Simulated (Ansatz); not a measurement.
Relaxation of a relaxed Ta cell displaced along its unstable phonon at q = (0, 0, ½) of its primitive reciprocal cell (50i cm⁻¹), largest move 0.15 Å; 8 atoms in the cell, which starts as C2/m (No. 12), mS16; a = 5.032 Å, b = 2.905 Å, c = 19.886 Å, α = 90.00°, β = 90.00°, γ = 90.00°. Calculation: PBEsol (plane waves to 420 eV, PAW, scalar-relativistic; Ansatz, a first-principles code). Γ-centred k-mesh 13×13×2 on the run's cell (coarser than for final values), Fermi–Dirac smearing 0.05 eV. This is the first round of the run. 

The optimiser's lines from the output (shortened; P is positive under compression):

```
relax step   1: F+E_penalty+E_count = -78457.16744467 eV  Δ(F+E_penalty+E_count) = +0.000e0 eV  max|allowed force component| = 2.875e-1 eV/Å  Δτ_max = 0.0000 Å  P = -0.153 GPa  Ω = 145.346 Å³  (7 SCF iters, dr2 threshold 1.00e-7 eV, accepted)
relax step   2: F+E_penalty+E_count = -78457.39417009 eV  Δ(F+E_penalty+E_count) = -2.267e-1 eV  max|allowed force component| = 4.789e-1 eV/Å  Δτ_max = 0.1950 Å  P = -0.758 GPa  Ω = 145.453 Å³  (6 SCF iters, dr2 threshold 8.00e-7 eV, accepted)
relax step   3: F+E_penalty+E_count = -78457.57978389 eV  Δ(F+E_penalty+E_count) = -1.856e-1 eV  max|allowed force component| = 4.675e-1 eV/Å  Δτ_max = 0.1950 Å  P = +1.032 GPa  Ω = 143.992 Å³  (6 SCF iters, dr2 threshold 8.00e-7 eV, accepted)
relax step   4: F+E_penalty+E_count = -78457.74771800 eV  Δ(F+E_penalty+E_count) = -1.679e-1 eV  max|allowed force component| = 3.685e-1 eV/Å  Δτ_max = 0.2000 Å  P = +0.664 GPa  Ω = 143.957 Å³  (6 SCF iters, dr2 threshold 8.00e-7 eV, accepted)
relax step   5: F+E_penalty+E_count = -78457.81190749 eV  Δ(F+E_penalty+E_count) = -6.419e-2 eV  max|allowed force component| = 1.057e-1 eV/Å  Δτ_max = 0.2000 Å  P = -0.017 GPa  Ω = 144.430 Å³  (7 SCF iters, dr2 threshold 8.00e-7 eV, accepted)
relax step   6: F+E_penalty+E_count = -78457.81826029 eV  Δ(F+E_penalty+E_count) = -6.353e-3 eV  max|allowed force component| = 1.175e-1 eV/Å  Δτ_max = 0.0789 Å  P = +0.647 GPa  Ω = 143.820 Å³  (6 SCF iters, dr2 threshold 8.00e-7 eV, accepted)
relax step   7: F+E_penalty+E_count = -78457.82911845 eV  Δ(F+E_penalty+E_count) = -1.086e-2 eV  max|allowed force component| = 3.559e-2 eV/Å  Δτ_max = 0.0266 Å  P = -0.593 GPa  Ω = 144.567 Å³  (6 SCF iters, dr2 threshold 8.00e-7 eV, accepted)
relax step   8: F+E_penalty+E_count = -78457.86829540 eV  Δ(F+E_penalty+E_count) = -3.918e-2 eV  max|allowed force component| = 1.343e-1 eV/Å  Δτ_max = 0.0918 Å  P = -0.261 GPa  Ω = 143.949 Å³  (6 SCF iters, dr2 threshold 8.00e-7 eV, accepted)
relax step   9: F+E_penalty+E_count = -78458.23955132 eV  Δ(F+E_penalty+E_count) = -3.713e-1 eV  max|allowed force component| = 5.271e-1 eV/Å  Δτ_max = 0.2000 Å  P = -1.052 GPa  Ω = 143.770 Å³  (6 SCF iters, dr2 threshold 8.00e-7 eV, accepted)
relax step  10: F+E_penalty+E_count = -78458.58119290 eV  Δ(F+E_penalty+E_count) = -3.416e-1 eV  max|allowed force component| = 4.032e-1 eV/Å  Δτ_max = 0.1956 Å  P = +0.304 GPa  Ω = 142.300 Å³  (6 SCF iters, dr2 threshold 8.00e-7 eV, accepted)
relax step  11: F+E_penalty+E_count = -78458.80224194 eV  Δ(F+E_penalty+E_count) = -2.210e-1 eV  max|allowed force component| = 3.076e-1 eV/Å  Δτ_max = 0.1966 Å  P = +0.408 GPa  Ω = 141.955 Å³  (6 SCF iters, dr2 threshold 8.00e-7 eV, accepted)
relax step  12: F+E_penalty+E_count = -78459.02581542 eV  Δ(F+E_penalty+E_count) = -2.236e-1 eV  max|allowed force component| = 4.338e-1 eV/Å  Δτ_max = 0.1954 Å  P = -0.440 GPa  Ω = 142.275 Å³  (6 SCF iters, dr2 threshold 8.00e-7 eV, accepted)
relax step  13: F+E_penalty+E_count = -78459.19285556 eV  Δ(F+E_penalty+E_count) = -1.670e-1 eV  max|allowed force component| = 3.063e-1 eV/Å  Δτ_max = 0.2000 Å  P = -0.347 GPa  Ω = 141.904 Å³  (6 SCF iters, dr2 threshold 8.00e-7 eV, accepted)
relax step  14: F+E_penalty+E_count = -78459.29103228 eV  Δ(F+E_penalty+E_count) = -9.818e-2 eV  max|allowed force component| = 4.437e-2 eV/Å  Δτ_max = 0.1821 Å  P = -0.027 GPa  Ω = 141.539 Å³  (6 SCF iters, dr2 threshold 8.00e-7 eV, accepted)
relax step  15: F+E_penalty+E_count = -78459.29357560 eV  Δ(F+E_penalty+E_count) = -2.543e-3 eV  max|allowed force component| = 8.272e-3 eV/Å  Δτ_max = 0.0459 Å  P = +0.010 GPa  Ω = 141.507 Å³  (6 SCF iters, dr2 threshold 1.23e-7 eV, accepted)
relax step  16: F+E_penalty+E_count = -78459.29362473 eV  Δ(F+E_penalty+E_count) = -4.913e-5 eV  max|allowed force component| = 1.619e-4 eV/Å  Δτ_max = 0.0057 Å  P = -0.004 GPa  Ω = 141.517 Å³  (6 SCF iters, dr2 threshold 1.08e-9 eV, accepted)
relax step  17: F+E_penalty+E_count = -78459.29617745 eV  Δ(F+E_penalty+E_count) = -2.553e-3 eV  max|allowed force component| = 1.619e-4 eV/Å  Δτ_max = 0.0000 Å  P = +0.023 GPa  Ω = 141.517 Å³  stress off target by 9.77e-2 GPa  SCF on the basis re-selected at this cell (its energy is not comparable with the rows above)  (9 SCF iters)
relax step  18: F+E_penalty+E_count = -78459.29619974 eV  Δ(F+E_penalty+E_count) = -2.229e-5 eV  max|allowed force component| = 3.273e-5 eV/Å  Δτ_max = 0.0001 Å  P = -0.016 GPa  Ω = 141.543 Å³  (6 SCF iters, dr2 threshold 2.38e-8 eV, accepted)
relax step  19: F+E_penalty+E_count = -78459.29620336 eV  Δ(F+E_penalty+E_count) = -3.616e-6 eV  max|allowed force component| = 8.606e-6 eV/Å  Δτ_max = 0.0000 Å  P = -0.001 GPa  Ω = 141.533 Å³  (7 SCF iters, dr2 threshold 2.18e-9 eV, accepted)
relax step  20: F+E_penalty+E_count = -78459.29620892 eV  Δ(F+E_penalty+E_count) = -5.563e-6 eV  max|allowed force component| = 8.589e-6 eV/Å  Δτ_max = 0.0000 Å  P = -0.001 GPa  Ω = 141.533 Å³  stress off target by 2.59e-3 GPa  SCF on the basis re-selected at this cell (its energy is not comparable with the rows above)  (7 SCF iters)
```

From the first to the last row the energy changes by -0.27 eV/atom and the volume by -2.6 %. The last row is marked as not comparable with the walk above it, whose basis was carried along; it does compare with step 1, since both stand on a basis selected at the nominal cutoff for their own cell.

Later rounds, restarted from the end of this one on a renewed k-mesh, logged 4 more steps and released under 0.01 eV/atom more. The final structure after all rounds: Im-3m (No. 229), cI2, bcc (W type); a = 3.2820 Å, b = 3.2820 Å, c = 3.2820 Å, α = 90.00°, β = 90.00°, γ = 90.00°. Between re-selections the logged energies stand on a plane-wave basis carried along with the cell. No spin polarisation in the result.

The run could not lose the symmetry of its start.

Of the parent cell (P6₃/mmc (No. 194)): it is a generated cell of Ta: the first start was made by placing the elements on the sites of a structure type, and the end was not matched to a known phase here, so it may be hypothetical. Known forms of Ta include space group No. 229.
